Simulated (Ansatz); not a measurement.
## SiO$_{2}$: the gap against volume

SiO$_{2}$, I-42d, a = 4.946 Å, c = 7.313 Å. This isn't the usual stable structure of the compound. Ansatz: r2SCAN, PAW, 500 eV, Γ-centred 8×8×8 mesh on 6 atoms, Gaussian smearing 0.02 eV; no spin polarisation. Shape and atoms are relaxed at each volume; x = ln(V/V0) with V0 = 14.910 Å³/atom. The gap is read at the mesh points alone.

```
      x gap y (eV)
-0.1278       7.057
-0.0943       6.924
-0.0619       6.797
-0.0305       6.675
 0.0000       6.557
 0.0296       6.442
 0.0583       6.332
 0.0953           ?
```

**Question.** Fit a straight line to the other rows, give the volume deformation potential of the gap and its pressure coefficient, and predict the missing gap. B0 = 23.4 GPa.

**Answer.** Means x = -0.03237, y = 6.6834; Σ(Δx)² = 0.02693, ΣΔxΔy = -0.1048; the slope is their ratio. y = 6.5574 − 3.8934 x. The slope is the deformation potential a = dE_g/d ln V = -3.89 eV, and dE_g/dP = −a/B0 = 166 meV/GPa. At x = 0.0953 the fit asked for gives 6.186 eV. The run gave 6.190 eV, so the fit is 0.004 eV too low, a small miss on the scale of the series.

Semilocal functionals give gaps under the measured ones; changes of the gap mostly carry over better.